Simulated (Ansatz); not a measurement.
Relaxed-ion elastic tensor of ZnSe (zinc blende, F-43m) in GPa (Voigt order), r²SCAN (plane waves, PAW; program Ansatz); density 5.27 g/cm³, 22.74 Å³ per atom.

```
90.0  52.8  52.8   0.0   0.0   0.0
52.8  90.0  52.8   0.0   0.0   0.0
52.8  52.8  90.0   0.0   0.0   0.0
 0.0   0.0   0.0  41.4   0.0   0.0
 0.0   0.0   0.0   0.0  41.4   0.0
 0.0   0.0   0.0   0.0   0.0  41.4
```

Q: Is the crystal mechanically stable?

A: Yes: the smallest eigenvalue of C is 37.2 GPa.

Q: Work out the Voigt, Reuss and Hill averages.

A: K_V = 65.2, K_R = 65.2, K_H = 65.2; G_V = 32.3, G_R = 27.8, G_H = 30.0 GPa.

Q: Give Young's modulus, Poisson's ratio, Pugh's ratio and the universal anisotropy index.

A: E = 9KG/(3K + G) = 78.1 GPa; ν = 0.30; K/G = 2.17 (ductile by the Pugh limit of 1.75); A_U = 5G_V/G_R + K_V/K_R − 6 = 0.81.

Q: Estimate the sound speeds and the Debye temperature.

A: v_l = √((K + 4G/3)/ρ) = 4470 m/s, v_t = √(G/ρ) = 2390 m/s, mean 2670 m/s; Θ = (h/k)(3n/4πV)^(1/3) v_m = 280 K.

Q: Give the Zener ratio and Young's modulus along [100], [110] and [111].

A: A = 2C44/(C11 − C12) = 2.23; 1/E = S11 − 2(S11 − S12 − S44/2)Γ with Γ = 0, 1/4, 1/3 gives 51.0, 81.8, 103 GPa.

Q: Solve the Christoffel equation for the three sound speeds along [100], [110], [111].

A: Eigenvalues of C_ijkl n_j n_l equal ρv² (piezoelectric stiffening left out). In km/s, slowest first: [100] 2.80, 2.80, 4.13; [110] 1.88, 2.80, 4.63; [111] 2.23, 2.23, 4.78.

The cell was relaxed with r²SCAN under the symmetry of its start; phonons on a q-mesh show no instability.

Potentials: the earlier of the program's two PAW sets.
